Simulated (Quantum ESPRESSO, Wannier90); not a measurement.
**Wannier functions of CaAlSiH (P3m1)**

Structure: Materials Project mp-568177, symmetrised, not relaxed again. Not found in the COD (Crystallography Open Database) copy used; not checked further. Method: PBEsol plane waves in Quantum ESPRESSO 7.5 (PseudoDojo norm-conserving files, 58 Ry, no spin polarisation, no spin-orbit coupling), Bloch states on a 6×6×6 mesh through Γ, Wannier90 4.0.1. Density: 12×12×8 mesh, cold smearing 0.01 Ry. The gap is small at this level and was sampled on the meshes and a path alone.

```
begin unit_cell_cart
ang
    4.1432801148    0.0000000000    0.0000000000
   -2.0716400574    3.5881858344    0.0000000000
    0.0000000000    0.0000000000    4.6982300000
end unit_cell_cart
mp_grid = 6 6 6
```

Question: Which shells of neighbouring k-points and which b-vectors and weights does Wannier90 pick for this cell and mesh?

Answer: 
```
 *---------------------------------- K-MESH ----------------------------------*
 +----------------------------------------------------------------------------+
 |                    Distance to Nearest-Neighbour Shells                    |
 |                    ------------------------------------                    |
 |          Shell             Distance (Ang^-1)          Multiplicity         |
 |          -----             -----------------          ------------         |
 |             1                   0.222892                      2            |
 |             2                   0.291846                      6            |
 |             3                   0.367226                     12            |
 |             4                   0.445784                      2            |
 |             5                   0.505492                      6            |
 |             6                   0.532820                     12            |
 |             7                   0.552452                     12            |
 |             8                   0.583692                      6            |
       ... (lines left out)
 +----------------------------------------------------------------------------+
 | The b-vectors are chosen automatically                                     |
 | The following shells are used:                       1,  2                 |
 +----------------------------------------------------------------------------+
 |                        Shell   # Nearest-Neighbours                        |
 |                        -----   --------------------                        |
 |                          1               2                                 |
 |                          2               6                                 |
 +----------------------------------------------------------------------------+
 | Completeness relation is fully satisfied [Eq. (B1), PRB 56, 12847 (1997)]  |
 +----------------------------------------------------------------------------+
 |                  b_k Vectors (Ang^-1) and Weights (Ang^2)                  |
 |                  ----------------------------------------                  |
 |            No.         b_k(x)      b_k(y)      b_k(z)        w_b           |
 |            ---        --------------------------------     --------        |
 |             1         0.000000    0.000000    0.222892    10.064248        |
 |             2         0.000000    0.000000   -0.222892    10.064248        |
 |             3         0.000000    0.291846    0.000000     3.913554        |
 |             4         0.252746    0.145923    0.000000     3.913554        |
 |             5         0.000000   -0.291846    0.000000     3.913554        |
 |             6         0.252746   -0.145923    0.000000     3.913554        |
 |             7        -0.252746   -0.145923    0.000000     3.913554        |
 |             8        -0.252746    0.145923    0.000000     3.913554        |
```
